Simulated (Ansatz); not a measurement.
TiO$_{2}$:
```yaml
crystal:
  lattice:
    - [4.80400, 0.00000, 0.00000]
    - [0.00000, 4.86615, 0.00000]
    - [-0.86474, 0.00000, 4.96596]
  atoms:
    - { symbol: Ti, position: [0.27700, 0.44551, 0.71454] }
    - { symbol: Ti, position: [0.72300, 0.55449, 0.28546] }
    - { symbol: Ti, position: [0.72300, 0.94551, 0.78546] }
    - { symbol: Ti, position: [0.27700, 0.05449, 0.21454] }
    - { symbol: O, position: [0.44630, 0.74202, 0.96336] }
    - { symbol: O, position: [0.55370, 0.25798, 0.03664] }
    - { symbol: O, position: [0.55370, 0.24202, 0.53664] }
    - { symbol: O, position: [0.44630, 0.75798, 0.46336] }
    - { symbol: O, position: [0.06351, 0.32232, 0.35224] }
    - { symbol: O, position: [0.93649, 0.67768, 0.64776] }
    - { symbol: O, position: [0.93649, 0.82232, 0.14776] }
    - { symbol: O, position: [0.06351, 0.17768, 0.85224] }
```

Relaxed with r²SCAN. Special points in fractions of this cell's reciprocal vectors: Γ (0.000, 0.000, 0.000); Z (0.000, 0.500, 0.000); D (0.000, 0.500, 0.500); B (0.000, 0.000, 0.500); A (-0.500, 0.000, 0.500); E (-0.500, 0.500, 0.500); C2 (-0.500, 0.500, 0.000); Y2 (-0.500, 0.000, 0.000).

### Question
List the band energies nearest the valence-band maximum at these points for the program Ansatz at the r²SCAN level (PAW).

### Answer
In eV from the valence-band maximum; about four levels below and three above (degenerate sets whole), none deeper than 8.9 eV; points with the same levels are listed once.

```csv
k,below,above
Γ,-0.71 -0.60 -0.05 0.00,2.83 2.93 3.30
Z,-0.97 -0.97 -0.38 -0.38,3.23 3.23 3.57 3.57
D,-1.14 -1.14 -0.87 -0.87,3.07 3.07 3.20 3.20
B,-1.09 -1.09 -0.43 -0.43,3.03 3.03 3.25 3.25
A,-1.11 -1.11 -0.66 -0.66,2.74 2.74 3.65 3.65
E,-1.21 -1.21 -0.95 -0.95,2.95 2.95 3.29 3.29
C2,-1.00 -1.00 -0.79 -0.79,3.08 3.08 3.35 3.35
Y2,-0.87 -0.78 -0.54 -0.10,2.70 3.24 3.25
```

Space group P2_1/c. The workflow started from a Materials Project entry (that database holds measured and hypothetical structures alike); the Crystallography Open Database files this formula in space group No. 14, but the cells were not matched. It is not the phase usual at ambient conditions (space group No. 61, 136, 141). The cell was relaxed with r²SCAN under the symmetry of its start; its stability against distortions is not shown here. No spin polarisation was allowed.

Potentials: the later of the program's two PAW sets.
